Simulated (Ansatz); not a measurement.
Relaxation of a relaxed Ni cell, doubled along one cell vector, shaken by Gaussian noise of σ = 0.08 Å a coordinate; 4 atoms in the cell, which starts as P1 (No. 1), aP4; a = b = 2.447 Å, c = 8.035 Å, α = β = 90.00°, γ = 120.00°. Level of theory: PBEsol (plane waves to 420 eV, PAW, scalar-relativistic; Ansatz, a quantum-chemistry and plane-wave program). Γ-centred k-mesh 15×15×4 on the run's cell (coarser than for final values), Fermi–Dirac smearing 0.05 eV. This is the first round of the run. Spin-polarised start, with parallel moments on Ni.

The optimiser's lines from the output (shortened; P is positive under compression):

```
relax step   1: F+E_penalty+E_count = -23219.68779321 eV  Δ(F+E_penalty+E_count) = +0.000e0 eV  max|allowed force component| = 1.131e0 eV/Å  Δτ_max = 0.0000 Å  P = +1.711 GPa  Ω = 41.658 Å³  (20 SCF iters, dr2 threshold 1.00e-7 eV, accepted)
relax step   2: F+E_penalty+E_count = -23219.75510922 eV  Δ(F+E_penalty+E_count) = -6.732e-2 eV  max|allowed force component| = 7.073e-1 eV/Å  Δτ_max = 0.0299 Å  P = +1.054 GPa  Ω = 41.624 Å³  (14 SCF iters, dr2 threshold 4.00e-7 eV, accepted)
relax step   3: F+E_penalty+E_count = -23219.82648552 eV  Δ(F+E_penalty+E_count) = -7.138e-2 eV  max|allowed force component| = 1.169e-2 eV/Å  Δτ_max = 0.1180 Å  P = -0.306 GPa  Ω = 41.729 Å³  (16 SCF iters, dr2 threshold 4.00e-7 eV, accepted)
relax step   4: F+E_penalty+E_count = -23219.82707033 eV  Δ(F+E_penalty+E_count) = -5.848e-4 eV  max|allowed force component| = 6.614e-4 eV/Å  Δτ_max = 0.0054 Å  P = +0.022 GPa  Ω = 41.669 Å³  (10 SCF iters, dr2 threshold 4.00e-7 eV, accepted)
relax step   5: F+E_penalty+E_count = -23219.82707159 eV  Δ(F+E_penalty+E_count) = -1.263e-6 eV  max|allowed force component| = 6.300e-5 eV/Å  Δτ_max = 0.0003 Å  P = -0.001 GPa  Ω = 41.673 Å³  (10 SCF iters, dr2 threshold 1.03e-8 eV, accepted)
relax step   6: F+E_penalty+E_count = -23219.82707414 eV  Δ(F+E_penalty+E_count) = -2.550e-6 eV  max|allowed force component| = 5.976e-5 eV/Å  Δτ_max = 0.0000 Å  P = -0.004 GPa  Ω = 41.673 Å³  stress off target by 9.56e-3 GPa  SCF on the basis re-selected at this cell (its energy is not comparable with the rows above)  (10 SCF iters)
```

From the first to the last row the energy changes by -0.03 eV/atom and the volume by 0.0 %. The last row is marked as not comparable with the walk above it, whose basis was carried along; it does compare with step 1, since both stand on a basis selected at the nominal cutoff for their own cell.

Later rounds, restarted from the end of this one on a renewed k-mesh, logged 4 more steps and released under 0.01 eV/atom more. The final structure after all rounds: P6₃/mmc (No. 194), hP2, hcp (Mg type); a = b = 2.447 Å, c = 4.017 Å, α = β = 90.00°, γ = 120.00°. Spin state reached: ferromagnetic (net 0.63 μB/atom), from parallel starting moments; other spin orders were not run from this start.

The relaxed structure here is a generated cell of Ni: the first start was made by a random draw of sites in a space group, and the end was not matched to a known phase here, so it may be hypothetical. Known forms of Ni include space group No. 225.
